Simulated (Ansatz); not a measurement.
# TiSb: frozen-core PAW against all-electron methods

```xyz
4
Lattice="4.1838 0.0000 0.0000 -2.0919 3.6233 0.0000 0.0000 0.0000 6.4068" Properties=species:S:1:pos:R:3 pbc="T T T"
Ti    0.0000    0.0000    0.0000
Ti    0.0000    0.0000    3.2034
Sb    0.0000    2.4155    1.6017
Sb    2.0919    1.2078    4.8051
```

Atoms are numbered in the order listed.

Conventional cell: a = 4.184 Å, b = 4.184 Å, c = 6.407 Å, α = 90.00°, β = 90.00°, γ = 120.00°. Ti (atom 1) has 6 Sb at 2.90 Å and 2 Ti at 3.20 Å as nearest neighbours. Sb (atom 3) is surrounded by 6 Ti at 2.90 Å.

The cell comes from COD entry 1531830, which wasn't checked; take it as a given geometry. The listed cell was then made from it by scaling, straining or moving an atom.

No spin–orbit coupling, which matters for the heavy atoms here.

Methods: DFT, LDA, PAW with Ansatz's default frozen-core files, scalar-relativistic (Ansatz 0.2.0); DFT, LDA, all-electron PAW with datasets made for the crystal, scalar-relativistic (Ansatz 0.2.0); DFT, LDA, all-electron LAPW, scalar-relativistic (Ansatz 0.2.0).

For PAW: a Γ-centred 12×12×7 k mesh, Fermi–Dirac smearing of 0.03 eV, cutoff 420 eV, no spin polarisation; the PAW files were made with PBE, and the program remakes their frozen cores for this functional. The crystal-made all-electron datasets (AE datasets) take a cutoff of 240 eV at this cell. LAPW targets a basis error of 1 meV/atom. The Ansatz runs share mesh, smearing and spin set-up. Plane-wave (PAW) pressures include the program's estimate of the Pulay term.

Stress and pressure are positive in compression.

The change that made this cell: volume scaled by 1.06.

No spin–orbit coupling: at heavy atoms the gradients can be off by tens of per cent for that reason.

In a metal, gradients converge slowly with the k mesh: the values move by tens of per cent from one mesh to another, at times in sign, so only the comparison on one mesh counts.

| quantity | PAW | AE datasets | LAPW |
| --- | --- | --- | --- |
| pressure (GPa) | -11.91 | -11.90 | -11.90 |
| stress xx (GPa) | -11.57 | -11.55 | -11.55 |
| stress zz (GPa) | -12.60 | -12.59 | -12.59 |
| largest principal field gradient Vzz at Ti1 (10²¹ V/m²) | -5.10 | ? | – |
| largest principal field gradient Vzz at Sb3 (10²¹ V/m²) | 2.76 | 2.79 | – |

**Question.** Give the missing entry: row "largest principal field gradient Vzz at Ti1 (10²¹ V/m²)", column "AE datasets".

**Answer.** -5.20.
